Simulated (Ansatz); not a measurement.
Data:

Te (trigonal-Te type, space group P3_121)

```yaml
crystal:
  lattice:
    - [4.62412, 0.00000, 0.00000]
    - [-2.31206, 4.00460, 0.00000]
    - [0.00000, 0.00000, 5.90339]
  atoms:
    - { symbol: Te, position: [0.25335, 0.00000, 0.33333] }
    - { symbol: Te, position: [0.00000, 0.25335, 0.66667] }
    - { symbol: Te, position: [0.74665, 0.74665, 0.00000] }
```

In each cell atom 2 (Te, nearest neighbour Te at 2.827 Å; its periodic images, 4.6 Å or more away, move with it) moves by s·(0.577, 0.577, 0.577) (along Cartesian [111]), the rest being held.

The numbers are results of r2SCAN (plane waves to 500 eV, PAW, scalar-relativistic; Ansatz, a program for electronic structure), not measurements. k mesh 7×7×5 (Γ-centred), Fermi-Dirac smearing 0.05 eV. E stands for the smeared free energy. As the smearing reaches across the gap at some points, energies and forces of such displacements shift with the k mesh and the smearing. Spin-orbit coupling is left out, though Te is heavy. Te was relaxed with its symmetry unable to fall. ΔE is measured from the undisplaced structure.

The scan covers s from -0.850 to 0.850 Å in 11 points.

Q: Is the energy the same for displacements of ±0.850 Å, and if not, which side lies higher?

A: Not even: the positive side lies higher at ±0.850 Å. With its periodic images moving along, the atom's site symmetry in this cell is 2.

Q: What is the force constant k = d²E/ds² of this move at s = 0?

A: 2.79 eV/Å².

(For displaced atoms, the force is minus the slope of the energy, and its curvature is a force constant, which sets phonon frequencies.)
